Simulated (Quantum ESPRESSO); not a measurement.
## Band energies of Mg3ZnO4

```xyz
8
Lattice="3.0230 -4.2767 0.0000 3.0230 4.2767 0.0000 0.0000 0.0000 3.0281" Properties=species:S:1:pos:R:3 pbc="T T T"
O      3.0230     2.1112     0.0000
O      3.0230    -2.1112     0.0000
O      4.4986     0.0000     1.5140
O      1.5474     0.0000     1.5140
Mg     3.0230     0.0000     0.0000
Mg     1.5115     2.1384     1.5140
Mg     1.5115    -2.1384     1.5140
Zn     0.0000     0.0000     0.0000
```

norm-conserving LDA (Quantum ESPRESSO, 84 Ry, scalar-relativistic); path ΓXSRAZΓYX1A1TY,ZT; energies in eV from the valence-band maximum.

```
k (1/Å)  point  band 33  band 34  band 35  band 36  band 37  band 38  band 39  band 40
-------  -----  -------  -------  -------  -------  -------  -------  -------  -------
0.00         Γ    -0.33    -0.33    -0.33    -0.15    -0.04     3.13     6.79     7.00
0.39              -0.79    -0.64    -0.56    -0.20    -0.04     4.47     6.86     7.29
0.78         X    -0.93    -0.91    -0.84    -0.74    -0.10     5.77     7.33     7.34
1.00              -0.94    -0.82    -0.73    -0.29    -0.06     5.46     6.50     7.97
1.23         S    -0.94    -0.66    -0.66    -0.04     0.00     5.25     6.11     8.53
1.64              -1.26    -1.09    -1.07    -0.58    -0.16     5.93     7.24     9.37
2.06              -1.47    -1.24    -1.24    -0.86    -0.45     6.74     8.61     8.64
2.27         R    -1.51    -1.36    -1.24    -0.83    -0.49     6.87     8.29     8.69
2.72         A    -1.60    -1.13    -0.93    -0.49    -0.13     6.36     7.30     7.55
3.30              -1.79    -1.63    -1.23    -0.96    -0.24     7.12     8.30     9.84
3.50         Z    -1.99    -1.65    -1.40    -0.86    -0.03     7.12     8.10     9.60
3.67              -1.80    -1.42    -1.23    -0.90    -0.04     6.72     8.42     9.53
4.19              -1.00    -0.98    -0.50    -0.24    -0.13     4.24     7.76     7.89
4.53         Γ    -0.33    -0.33    -0.33    -0.15    -0.04     3.13     6.79     7.00
4.72              -0.74    -0.37    -0.37    -0.17    -0.15     3.52     6.98     7.09
5.08              -1.26    -0.87    -0.70    -0.66    -0.15     5.27     7.29     8.00
5.27         Y    -1.15    -0.87    -0.85    -0.77    -0.15     5.73     7.18     8.25
5.27        X1    -0.93    -0.91    -0.84    -0.74    -0.10     5.77     7.33     7.34
5.42              -1.04    -0.99    -0.81    -0.68    -0.14     5.84     7.41     7.48
5.86              -1.36    -1.24    -0.92    -0.80    -0.04     6.27     7.76     8.22
6.16              -1.52    -1.19    -0.89    -0.59    -0.09     6.35     7.46     7.59
6.31        A1    -1.60    -1.13    -0.93    -0.49    -0.13     6.36     7.30     7.55
6.31         T    -1.58    -0.84    -0.76    -0.03    -0.02     6.08     6.73     7.03
6.43              -1.59    -0.87    -0.76    -0.06    -0.05     6.08     6.88     7.07
6.82              -1.48    -1.08    -0.76    -0.39    -0.33     6.07     7.39     8.44
7.08              -1.12    -1.00    -0.77    -0.76    -0.33     5.88     7.33     8.64
7.34         Y    -1.15    -0.87    -0.85    -0.77    -0.15     5.73     7.18     8.25
7.34         Z    -1.99    -1.65    -1.40    -0.86    -0.03     7.12     8.10     9.60
7.71              -1.79    -1.27    -0.80    -0.68    -0.03     6.62     7.36     7.97
8.08         T    -1.58    -0.84    -0.76    -0.03    -0.02     6.08     6.73     7.03
```

The LDA gap is indirect, 3.13 eV, from S to Γ; the smallest direct gap is 3.17 eV. Another valence extremum on the path lies within 0.02 eV, too close to call.

Geometry of the Materials Project entry, not relaxed at this level.

The structure is a Materials Project entry; no match was found in the copy of COD used, and its stability was not checked.

Letters of k points follow the standard setting of the lattice, whose axes may be ordered differently from the printed cell.
